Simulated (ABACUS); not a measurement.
Worked example: self-consistent single point of SnGeSe₂ (Pmc2_1, 8 atoms in the cell; from Materials Project mp-1218835, changed as shown) in ABACUS.

Computed with PBEsol, PseudoDojo 0.4 standard norm-conserving PBEsol (tails mended) pseudopotentials (plane waves; ABACUS 3.10.1).

The change in words: lattice vector b scaled by 0.98. Reference geometry (Pmc2_1):
```
CELL_PARAMETERS angstrom
      3.95963     0.00000     0.00000
      0.00000     4.67704     0.00000
      0.00000     0.00000    11.37082
ATOMIC_POSITIONS crystal
  Sn 0.50000 0.36605 0.38335
  Sn 0.50000 0.63395 0.88335
  Ge 0.00000 0.12293 0.62746
  Ge 0.00000 0.87707 0.12746
  Se 0.00000 0.23593 0.84558
  Se 0.00000 0.76407 0.34558
  Se 0.50000 0.23363 0.14361
  Se 0.50000 0.76637 0.64361
```

Reference input (self-consistent single point, DFT, PBEsol, plane waves, PseudoDojo 0.4 standard norm-conserving PBEsol (tails mended) pseudopotentials): KPT = Gamma 3 3 1 0 0 0; basis_type = pw; dft_functional = PBESOL; ecutwfc = 86 Ry; smearing_method = gaussian; smearing_sigma = 0.000734986 Ry; potentials = PseudoDojo 0.4 standard norm-conserving PBEsol (tails mended); symmetry = 1; symmetry_prec = 1e-05; ks_solver = cg; scf_nmax = 100; scf_thr = 1.0e-09 Ry. This run's input differs from it in these lines:

```diff
@@ -30,3 +30,3 @@
    1.0000000341    0.0000000000    0.0000000000
-   0.0000000000    1.1811811102    0.0000000000
+   0.0000000000    1.1575574375    0.0000000000
    0.0000000000    0.0000000000    2.8716876040
```

Log, with long lists cut:

```
 SELF-CONSISTENT
 -------------------------------------------
                                 init_chg = atomic

 PW ALGORITHM --------------- ION=   1  ELEC=   1--------------------------------
 Notice: Threshold on eigenvalues was too large.

 Density error is 0.158880166081
                          Error Threshold = 0.000163781509608
 E_KohnSham     -1640.4539699509     -22319.5212980528
 E_Fermi        0.6187875718         8.4190368274

 PW ALGORITHM --------------- ION=   1  ELEC=   2--------------------------------

 Density error is 0.0225744806939
                          Error Threshold = 0.0001324001384
   [... lines left out ...]

 Density error is 1.91802153829e-09
                          Error Threshold = 5.9037107335e-12
 E_KohnSham     -1640.4681913508     -22319.7147901256
 E_Fermi        0.6651167476         9.0493776022

 PW ALGORITHM --------------- ION=   1  ELEC=  12--------------------------------

 Density error is 7.74340512994e-10
                          Error Threshold = 1.59835128191e-12
 E_KohnSham     -1640.4681913511     -22319.7147901293
 E_KS(sigma->0) -1640.4681913511     -22319.7147901293
 E_entropy(-TS) -0.0000000000        -0.0000000000
 E_Fermi        0.6651163725         9.0493724984
 charge density convergence is achieved
 final etot is -22319.71479 eV
 EFERMI = 9.0493724984 eV

 STATE ENERGY(eV) AND OCCUPATIONS    NSPIN == 1
   [... 70 lines left out ...]

 TOTAL-FORCE (eV/Angstrom)
                       Sn1         0.0000000000        -0.1850543332         0.0623905193
                       Sn2         0.0000000000         0.1850543332         0.0623905193
                       Ge1         0.0000000000         0.0017148022         0.0007651001
                       Ge2         0.0000000000        -0.0017148022         0.0007651001
                       Se1         0.0000000000        -0.1468421021         0.1131183428
                       Se2         0.0000000000         0.1468421021         0.1131183428
                       Se3         0.0000000000        -0.1025110270        -0.1762739622
   [... lines left out ...]

 TOTAL-STRESS (KBAR)
        13.8902860485         0.0000000000         0.0000000000
         0.0000000000       -11.6352966583         0.0000000000
         0.0000000000         0.0000000000        -0.5005599378
 TOTAL-PRESSURE: 0.584810 KBAR

 --------------------------------------------
 !FINAL_ETOT_IS -22319.7147901292955794 eV
 --------------------------------------------
```

The run converged in 12 iterations. Against the reference run the free energy falls by 5.9 meV/atom, the pressure goes from -0.89 to 0.06 GPa and the largest force goes from 0.280 to 0.204 eV/Å.

The structure comes from a collection of computed structures, made at another level of theory; the collection holds predicted forms beside known ones.

Cost on one core: about 8 core-minutes (a rough figure).

“Tails mended”: in these copies of the files the far tail of each local potential was reset to the Coulomb form.
